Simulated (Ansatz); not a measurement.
## BeGa$_{3}$: what changed settings do

The reference input for Ansatz (plane-wave DFT with PAW):

```yaml
crystal:
  lattice:
    - [-2.04362, 2.04362, 3.790685]
    - [2.04362, -2.04362, 3.790685]
    - [2.04362, 2.04362, -3.790685]
  atoms:
    - { symbol: Be, position: [0.0, 0.0, 0.0] }
    - { symbol: Ga, position: [0.75, 0.25, 0.5] }
    - { symbol: Ga, position: [0.25, 0.75, 0.5] }
    - { symbol: Ga, position: [0.5, 0.5, 0.0] }
basis:
  ecutwfc: 420
kpoints:
  mp_grid: { grid: [6, 6, 6] }
hamiltonian:
  xc: pbe
scf:
  occupations: { method: gaussian, width: 0.1 }
output:
  forces: true
  stress: true
  eigenvalues: true
```

Command:

```bash
ansatz run input.yaml --threads 1 --pin off --max-ram 1331MiB --backend cpu --events-out ev --progress --plain --runs-dir out
```

The run converges in 8 SCF iterations on 30 irreducible k-points: pressure -0.05 GPa, no gap.

The inputs are trials, many of them unsound on purpose. Their numbers show the effect of the settings and aren't properties of the material. Each trial's input is given as a difference from the reference's; energies are extrapolated to zero smearing where there is one, and pressure is positive in compression.

Trial 1:

```diff
 basis:
+  ecutrho_ratio: 6
 scf:
-  occupations: { method: gaussian, width: 0.1 }
+  occupations: { method: cold, width: 0.051 }
```

What happens?

The run converges in 8 SCF iterations on 30 irreducible k-points: energy 0.32 meV per atom above the reference, pressure -0.01 GPa, no gap.

Trial 2:

```diff
 scf:
-  occupations: { method: gaussian, width: 0.1 }
+  occupations: { method: tetrahedron }
+  max_iter: 60
```

What happens?

The run converges in 8 SCF iterations on 30 irreducible k-points: energy 12.9 meV per atom above the reference, pressure 0.33 GPa, no gap. It warns that the printed bands weren't solved further after the SCF; that forces and stress under tetrahedra may miss the energy's slope.

Trial 3:

```diff
 kpoints:
-  mp_grid: { grid: [6, 6, 6] }
+  mp_grid: { grid: [1, 1, 7], shift: [0, 0, 0.5] }
```

What happens?

The run converges in 8 SCF iterations on 4 irreducible k-points: energy 802 meV per atom above the reference, pressure 8.77 GPa, no gap. It warns that the mesh lowers the symmetry.

Trial 4:

```diff
 basis:
-  ecutwfc: 420
+  ecutwfc: "42 Ry"
 kpoints:
-  mp_grid: { grid: [6, 6, 6] }
+  mp_grid: { grid: [1, 5, 6] }
 scf:
-  occupations: { method: gaussian, width: 0.1 }
+  occupations: { method: fermi_dirac, width: 0.0071 }
```

What happens?

The run converges in 7 SCF iterations on 16 irreducible k-points: energy 431 meV per atom above the reference, pressure 3.18 GPa, largest force 0.403 eV/Å, no gap. It warns that the mesh lowers the symmetry.

Trial 5 (origin moved):

```diff
 crystal:
   atoms:
-    - { symbol: Be, position: [0.0, 0.0, 0.0] }
-    - { symbol: Ga, position: [0.75, 0.25, 0.5] }
-    - { symbol: Ga, position: [0.25, 0.75, 0.5] }
-    - { symbol: Ga, position: [0.5, 0.5, 0.0] }
+    - { symbol: Be, position: [0.188, 0.779, 0.45] }
+    - { symbol: Ga, position: [0.938, 1.029, 0.95] }
+    - { symbol: Ga, position: [0.438, 1.529, 0.95] }
+    - { symbol: Ga, position: [0.688, 1.279, 0.45] }
 kpoints:
-  mp_grid: { grid: [6, 6, 6] }
+  mp_grid: { grid: [6, 2, 6] }
 hamiltonian:
-  xc: pbe
+  xc: lda
+  dispersion: d3bj
 scf:
+  lower_state_search: standard
```

How does this run end?

The run converges in 6 SCF iterations on 26 irreducible k-points: pressure -8.99 GPa, largest force 0.121 eV/Å, no gap. It warns that the dispersion damping is borrowed from another functional; that the mesh lowers the symmetry.